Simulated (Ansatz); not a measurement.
Input and output for Tl: DFT, LDA, PAW with Ansatz's default frozen-core files, scalar-relativistic (Ansatz 0.2.0). This run: relaxed.

The cell is entry 9008518 of the Crystallography Open Database, unrelaxed.

Command: `ansatz run input.yaml --threads 1 --pin off --max-ram 3072MiB --backend cpu --events-out ev --progress --plain --runs-dir out` It took 21 s on 1 thread of Arm Neoverse V1, with other jobs on the host, peak memory 0.4 GiB.

```yaml
crystal:
  lattice:
    - [3.438, 0.0, 0.0]
    - [-1.719, 2.9773953382, 0.0]
    - [0.0, 0.0, 5.478]
  atoms:
    - { symbol: Tl, position: [0.3333333333, 0.6666666667, 0.25] }
    - { symbol: Tl, position: [0.6666666667, 0.3333333333, 0.75] }
kpoints:
  mp_grid: { grid: [17, 17, 9] }
scf:
  occupations: { method: fermi_dirac, width: 0.05 }
hamiltonian:
  xc: lda
  pseudopotentials: { kind: paw }
output:
  forces: true
  stress: true
relax:
  f_tol: 0.003
  max_steps: 80
  cell: {}
```

Output:

```
Engine: ansatz 0.2.0
Pseudopotentials: kind: paw
Pseudopotential: Tl, paw, valence charge 13, recommended cutoff 420 eV (normal), Tl.paw.azcp
Functional definition: SPW92
  exchange = slater_x
  correlation = pw_c
Crystal: 2 atoms, lattice volume = 56.074 Å³
Basis set: ecut = 420 eV, 1087 PW (Γ)
Bands: 17, of which v1, the nominal top of the filled ones, is band 13 counted from 1 (12 counted from 0)
Symmetry: 24 space group operations
Space group: P63/mmc (ITA 194), of the structure as read, at distance tolerance 3.8e-5 Å
k-points: 165 of 2601
Non-local potential: Tl, projectors of the file, l = 0: 2, l = 1: 2, l = 2: 2, l = 3: 1
PAW form: soft (Blöchl's): semilocal exchange-correlation on the pseudo side does not see the compensation charge
PAW frozen core: Tl, regenerated for the run's functional, and the local potential with it (the file was generated under x = pbe(κ = 0.804, μ = 0.2195149727645171), c = pbe(β = 0.06672455060314922))
PAW one-centre angular grid: Tl, 590 points (default); XC on 64 Gauss nodes
Initial density: superposition of atomic densities (neutral atoms: chi_scale 0, normalization atom), corrected by the library's trained network
Initial wavefunctions: pseudopotential atomic-orbital guess
Functional: x = slater, c = lda
SCF iter   1: F=—  HF=-22293.186913 eV  |F-HF|=—  |Δ(HF+E_count)|=         —  Δρ=5.01e-3  dr2=1.15e-2  ethr=1.77e-3  ⟨swp⟩=6.1  Hψ=14207  notcnv=0
preconditioner: auto → Kerker (q_TF=auto, 2.400 Å⁻¹)  [metal: Δε(μ)=0.076 eV  Ē_g=13.687 eV  σ=0.050 eV  W_gap=0.36  n_scr=10 (ndim 8)  ℏωp=25.3 eV  f_vac=0.000  D(μ)=0.95/eV (n_scr^D=2)]
SCF iter   2: F=—  HF=-22293.181401 eV  |F-HF|=—  |Δ(HF+E_count)|=   5.51e-3  Δρ=2.02e-3  dr2=1.98e-3  ethr=4.42e-5  ⟨swp⟩=2.8  Hψ=6357  notcnv=0
SCF iter   3: F=—  HF=-22293.180632 eV  |F-HF|=—  |Δ(HF+E_count)|=   7.70e-4  Δρ=2.57e-4  dr2=4.42e-5  ethr=7.60e-6  ⟨swp⟩=2.0  Hψ=4573  notcnv=0
SCF iter   4: F=—  HF=-22293.180626 eV  |F-HF|=—  |Δ(HF+E_count)|=   5.60e-6  Δρ=8.59e-5  dr2=4.25e-6  ethr=1.70e-7  ⟨swp⟩=2.0  Hψ=4933  notcnv=0
SCF iter   5: F=—  HF=-22293.180625 eV  |F-HF|=—  |Δ(HF+E_count)|=   1.12e-6  Δρ=2.77e-5  dr2=3.64e-7  ethr=1.63e-8  ⟨swp⟩=2.2  Hψ=4868  notcnv=0
SCF iter   6: F=-22293.180625 eV  HF=-22293.180625 eV  |F-HF|=2.60e-9  |Δ(HF+E_count)|=   6.71e-8  Δρ=3.94e-6  dr2=1.25e-8  ethr=3.85e-10  ⟨swp⟩=4.0  Hψ=9919  notcnv=0
SCF 1 converged in 6 iterations: F = -22293.180625 eV  dr2 = 1.25e-8
  greatest PAW one-centre occupation: 0.962 electrons in one spin orbital (limit 2), on the Tl atom at site 1 (counted from 0), in its partial waves of l = 2
relax step   1: F+E_penalty+E_count = -22293.18062490 eV  Δ(F+E_penalty+E_count) = +0.000e0 eV  max|allowed force component| = 6.823e-17 eV/Å  Δτ_max = 0.0000 Å  P = -1.064 GPa  Ω = 56.074 Å³  (6 SCF iters, dr2 threshold 1.00e-7 eV, accepted)
Crystal: 2 atoms, lattice volume = 54.646 Å³
Initial density: handed on by an earlier stage of this run
Initial wavefunctions: those handed on with the density
iter 1 solved again at ethr=1.24e-6 eV; its pass at ethr=3.10e-3 eV (dr2=3.22e-4 eV) is discarded
SCF iter   1: F=—  HF=-22293.186134 eV  |F-HF|=—  |Δ(HF+E_count)|=         —  Δρ=6.77e-4  dr2=3.38e-4  ethr=1.24e-6  ⟨swp⟩=1.9  Hψ=16848  notcnv=0
preconditioner: auto → Kerker (q_TF=auto, 2.411 Å⁻¹)  [metal: Δε(μ)=0.064 eV  Ē_g=13.856 eV  σ=0.050 eV  W_gap=0.31  n_scr=10 (ndim 8)  ℏωp=25.6 eV  f_vac=0.000  D(μ)=0.96/eV (n_scr^D=2)]
SCF iter   2: F=—  HF=-22293.186031 eV  |F-HF|=—  |Δ(HF+E_count)|=   1.03e-4  Δρ=3.69e-4  dr2=9.57e-5  ethr=1.24e-6  ⟨swp⟩=2.0  Hψ=4824  notcnv=0
SCF iter   3: F=—  HF=-22293.185996 eV  |F-HF|=—  |Δ(HF+E_count)|=   3.56e-5  Δρ=8.83e-5  dr2=3.67e-6  ethr=3.68e-7  ⟨swp⟩=3.0  Hψ=5000  notcnv=0
SCF iter   4: F=-22293.185995 eV  HF=-22293.185995 eV  |F-HF|=1.87e-8  |Δ(HF+E_count)|=   9.17e-7  Δρ=1.19e-5  dr2=4.90e-8  ethr=7.69e-10  ⟨swp⟩=2.1  Hψ=10576  notcnv=0
SCF 2 converged in 4 iterations: F = -22293.185995 eV  dr2 = 4.90e-8
relax step   2: F+E_penalty+E_count = -22293.18599470 eV  Δ(F+E_penalty+E_count) = -5.370e-3 eV  max|allowed force component| = 2.313e-17 eV/Å  Δτ_max = 0.0000 Å  P = -0.036 GPa  Ω = 54.646 Å³  energy of the carried Pulay correction = +3.375e-4 eV  (4 SCF iters, dr2 threshold 2.00e-7 eV, accepted)
Crystal: 2 atoms, lattice volume = 54.593 Å³
iter 1 solved again at ethr=1.41e-8 eV; its pass at ethr=3.10e-3 eV (dr2=3.67e-6 eV) is discarded
SCF iter   1: F=—  HF=-22293.186034 eV  |F-HF|=—  |Δ(HF+E_count)|=         —  Δρ=3.40e-5  dr2=8.93e-7  ethr=1.41e-8  ⟨swp⟩=3.0  Hψ=18482  notcnv=0
preconditioner: auto → Kerker (q_TF=auto, 2.411 Å⁻¹)  [metal: Δε(μ)=0.062 eV  Ē_g=13.875 eV  σ=0.050 eV  W_gap=0.30  n_scr=10 (ndim 8)  ℏωp=25.6 eV  f_vac=0.000  D(μ)=0.96/eV (n_scr^D=2)]
SCF iter   2: F=—  HF=-22293.186034 eV  |F-HF|=—  |Δ(HF+E_count)|=   1.88e-7  Δρ=2.19e-5  dr2=3.49e-7  ethr=3.43e-9  ⟨swp⟩=1.1  Hψ=2916  notcnv=0
SCF iter   3: F=—  HF=-22293.186034 eV  |F-HF|=—  |Δ(HF+E_count)|=   9.85e-8  Δρ=4.53e-6  dr2=1.62e-8  ethr=1.34e-9  ⟨swp⟩=2.0  Hψ=4950  notcnv=0
SCF iter   4: F=-22293.186034 eV  HF=-22293.186034 eV  |F-HF|=9.09e-11  |Δ(HF+E_count)|=   3.18e-9  Δρ=8.34e-7  dr2=3.88e-10  ethr=4.42e-11  ⟨swp⟩=4.0  Hψ=8994  notcnv=0
SCF 3 converged in 4 iterations: F = -22293.186034 eV  dr2 = 3.88e-10
relax step   3: F+E_penalty+E_count = -22293.18603399 eV  Δ(F+E_penalty+E_count) = -3.930e-5 eV  max|allowed force component| = 3.007e-17 eV/Å  Δτ_max = 0.0000 Å  P = +0.002 GPa  Ω = 54.593 Å³  energy of the carried Pulay correction = +3.502e-4 eV  (4 SCF iters, dr2 threshold 1.15e-8 eV, accepted)
Initial wavefunctions: pseudopotential atomic-orbital guess (no wavefunctions were taken with the density)
iter 1 solved again at ethr=5.45e-9 eV; its pass at ethr=3.10e-3 eV (dr2=1.42e-6 eV) is discarded
SCF iter   1: F=—  HF=-22293.185683 eV  |F-HF|=—  |Δ(HF+E_count)|=         —  Δρ=4.22e-5  dr2=1.84e-7  ethr=5.45e-9  ⟨swp⟩=3.3  Hψ=22582  notcnv=0
SCF iter   2: F=—  HF=-22293.185683 eV  |F-HF|=—  |Δ(HF+E_count)|=   1.16e-7  Δρ=2.17e-5  dr2=3.92e-8  ethr=7.07e-10  ⟨swp⟩=2.0  Hψ=4638  notcnv=0
SCF iter   3: F=—  HF=-22293.185683 eV  |F-HF|=—  |Δ(HF+E_count)|=   4.61e-9  Δρ=3.19e-6  dr2=1.43e-9  ethr=1.51e-10  ⟨swp⟩=2.7  Hψ=5001  notcnv=0
SCF iter   4: F=-22293.185683 eV  HF=-22293.185683 eV  |F-HF|=1.82e-11  |Δ(HF+E_count)|=  6.55e-11  Δρ=1.40e-7  dr2=1.58e-11  ethr=1.00e-12  ⟨swp⟩=4.0  Hψ=13193  notcnv=0
SCF 4 converged in 4 iterations: F = -22293.185683 eV  dr2 = 1.58e-11
relax step   4: F+E_penalty+E_count = -22293.18568317 eV  Δ(F+E_penalty+E_count) = +3.508e-4 eV  max|allowed force component| = 2.833e-17 eV/Å  Δτ_max = 0.0000 Å  P = +0.001 GPa  Ω = 54.593 Å³  stress off target by 4.47e-2 GPa  SCF on the basis re-selected at this cell (its energy is not comparable with the rows above)  (4 SCF iters)
basis re-selected at this cell: Δ(F+E_penalty+E_count) = +3.508e-4 eV, ΔP = -0.002 GPa vs the last step (what re-selecting the basis moved, of the pressure what is left beyond the Pulay correction that the steps carried, after the strain that the cell walked since its last selection, with what the two solves' SCF thresholds leave and, on support functions, any second-order correction that the steps lacked; it is no measure of the basis error at this ecutwfc). This SCF's stress stands 4.47e-2 GPa from its target on what of the cell is left free (relax.cell.stress_tol is 5.00e-2 GPa) and its largest allowed force component is 2.83e-17 eV/Å (relax.f_tol is 3.00e-3 eV/Å): within both
SCF converged after 4 iterations
Free energy (F): -22293.185683 eV
Harris-Foulkes:  -22293.185683 eV  (|F-HF|=1.82e-11)
Internal energy: -22293.177862 eV  (E = F + TS)
E sigma→0 (E₀):  -22293.181773 eV
Entropy (-TS):   -0.007821 eV (-3.910 meV/atom)
Fermi energy:    10.685832 eV
--- Per-component energies (eV) ---
  E_band       = 23.746517
  E_kinetic    = 667.783097
  E_local      = -1699.437202  (includes V_loc(G=0)·N_el)
  E_nonlocal   = 642.686789
  E_hartree    = 624.638915
  E_xc         = -458.432223
  E_vxc        = -286.920292  (∫ρ·V_xc dr)
  E_paw        = -19736.022353  (= ΣΔE_a)
  E_vpaw       = -549.643922  (= ΣTr[D̂ρ^β])
  E_aug_tail   = 0.000065  (compensation charges beyond the density's cutoff)
  E_ewald      = -2334.111829
  E_core_change = -0.283122  (= ΣΔE_core)
  E_smearing   = -0.007821  (= −TS)
  E_closure    = 0.000000  (closes the sum)
  Σ components = -22293.185683   (vs F -22293.185683, Δ=0.00e0)
--- Forces (eV/Å), atoms counted from 1 ---
  atom   1  Tl    -0.00000000    -0.00000000     0.00000000
  atom   2  Tl     0.00000000     0.00000000    -0.00000000
  max |Σ_I F_I| component: 8.10e-18 eV/Å
--- Stress (GPa, compression-positive) ---
       -0.021416       0.000000      -0.000000
        0.000000      -0.021416       0.000000
       -0.000000       0.000000       0.044709
  P = ⅓ Tr σ = 0.0006 GPa (0.006 kbar)
--- Relaxed structure (3 steps of the walk, 3 accepted, 1 SCFs on fresh bases) ---
  F+E_penalty+E_count = -22293.18568317 eV   max|allowed force component| = 2.833e-17 eV/Å   (the final SCF, on the basis selected at the relaxed cell)
  cell:  # Å, volume = 54.5928 Å³
    - [3.4063222006408416, 3.6904863993067086e-33, 1.109721621321566e-18]
    - [-1.7031611003204208, 2.9499615592298825, -5.548608106607826e-19]
    - [1.7681951837145626e-18, 7.350379761285323e-34, 5.432915481272065]
  atoms:
    - { symbol: Tl, position: [0.3333333333333333, 0.6666666666666666, 0.25] }
    - { symbol: Tl, position: [0.6666666666666666, 0.3333333333333333, 0.7499999999999998] }
```

Next run, as changes to the input before:

```diff
   lattice:
-    - [3.438, 0.0, 0.0]
-    - [-1.719, 2.9773953382, 0.0]
-    - [0.0, 0.0, 5.478]
+    - [3.4063222006, 0.0, 0.0]
+    - [-1.7031611003, 2.9499615592, 0.0]
+    - [0.0, 0.0, 5.4329154813]
   atoms:
   stress: true
-relax:
-  f_tol: 0.003
-  max_steps: 80
-  cell: {}
+  eigenvalues: true
```

Results part of the output:

```
SCF 1 converged in 6 iterations: F = -22293.185683 eV  dr2 = 1.10e-8
  greatest PAW one-centre occupation: 0.962 electrons in one spin orbital (limit 2), on the Tl atom at site 1 (counted from 0), in its partial waves of l = 2
SCF converged after 6 iterations
Free energy (F): -22293.185683 eV
Harris-Foulkes:  -22293.185683 eV  (|F-HF|=2.43e-9)
Internal energy: -22293.177862 eV  (E = F + TS)
E sigma→0 (E₀):  -22293.181773 eV
Entropy (-TS):   -0.007821 eV (-3.910 meV/atom)
Fermi energy:    10.685817 eV
--- Per-component energies (eV) ---
  E_band       = 23.745428
  E_kinetic    = 667.783294
  E_local      = -1699.437913  (includes V_loc(G=0)·N_el)
  E_nonlocal   = 642.686991
  E_hartree    = 624.639396
  E_xc         = -458.432268
  E_vxc        = -286.920340  (∫ρ·V_xc dr)
  E_paw        = -19736.022477  (= ΣΔE_a)
  E_vpaw       = -549.644156  (= ΣTr[D̂ρ^β])
  E_aug_tail   = 0.000065  (compensation charges beyond the density's cutoff)
  E_ewald      = -2334.111829
  E_core_change = -0.283122  (= ΣΔE_core)
  E_smearing   = -0.007821  (= −TS)
  E_closure    = -0.000000  (closes the sum)
  Σ components = -22293.185683   (vs F -22293.185683, Δ=0.00e0)
--- Forces (eV/Å), atoms counted from 1 ---
  atom   1  Tl    -0.00000000     0.00000000     0.00000000
  atom   2  Tl     0.00000000    -0.00000000     0.00000000
  max |Σ_I F_I| component: 1.16e-18 eV/Å
--- Stress (GPa, compression-positive) ---
       -0.021369       0.000000       0.000000
       -0.000000      -0.021369       0.000000
        0.000000       0.000000       0.044711
  P = ⅓ Tr σ = 0.0007 GPa (0.007 kbar)
--- Band table (eV; the first three rows and the last of 165) ---
  k-point 0: bands = ["-1.1414", "-0.8541", "-0.8344", "-0.8344", "-0.7720", "-0.7720", "-0.7035", "-0.7035", "-0.3171", "-0.3171", "0.2892", "5.5868", "7.6683", "18.8902", "18.8902", "21.0879", "21.0879"]
  k-point 1: bands = ["-1.1308", "-0.8565", "-0.8504", "-0.8504", "-0.7805", "-0.7805", "-0.6739", "-0.6739", "-0.3220", "-0.3220", "0.3594", "4.9686", "8.4250", "18.9462", "18.9462", "21.0166", "21.0166"]
  k-point 2: bands = ["-1.1004", "-0.8737", "-0.8737", "-0.8690", "-0.8032", "-0.8032", "-0.6114", "-0.6114", "-0.3380", "-0.3380", "0.5760", "3.9603", "9.8480", "19.1114", "19.1114", "19.1975", "20.8085"]
  k-point 164: bands = ["-1.0454", "-1.0385", "-0.8419", "-0.7525", "-0.6744", "-0.6495", "-0.5729", "-0.5669", "-0.3104", "-0.2997", "6.4861", "6.6208", "9.5457", "9.7292", "10.8009", "11.4098", "18.2443"]
```

Spin–orbit coupling is left out, which matters for the heavy atoms. The PAW files were made under PBE.
